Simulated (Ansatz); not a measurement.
BaS:
```yaml
crystal:
  lattice:
    - [0.00000, 3.16595, 3.16595]
    - [3.16595, 0.00000, 3.16595]
    - [3.16595, 3.16595, 0.00000]
  atoms:
    - { symbol: Ba, position: [0.00000, 0.00000, 0.00000] }
    - { symbol: S, position: [0.50000, 0.50000, 0.50000] }
```

Relaxed with PBEsol. Special points in fractions of this cell's reciprocal vectors: Γ (0.000, 0.000, 0.000); X (0.500, 0.000, 0.500); U (0.625, 0.250, 0.625); K (0.375, 0.375, 0.750); L (0.500, 0.500, 0.500); W (0.500, 0.250, 0.750).

### Question
List the band energies nearest the valence-band maximum at these points for DFT-PBEsol in the program Ansatz with PAW potentials.

### Answer
In eV from the valence-band maximum; about four levels below and three above (degenerate sets whole), none deeper than 8.9 eV; points with the same levels are listed once.

| k | below | above |
|---|---|---|
| Γ | 0.00 0.00 0.00 | 3.63 3.89 3.89 3.89 |
| X | -0.42 -0.09 -0.09 | 2.04 6.07 6.18 |
| U | -0.93 -0.58 -0.46 | 3.23 5.90 6.76 |
| L | -1.97 -1.08 -1.08 | 5.46 5.66 6.47 6.47 |
| W | -1.12 -0.42 -0.42 | 4.22 4.22 6.45 |

Space group Fm-3m (rock salt). Symmetry was held in the PBEsol relaxation. Scalar-relativistic: spin–orbit coupling is off unless named, which matters more the heavier the elements.

Potentials: the later of the program's two PAW sets.
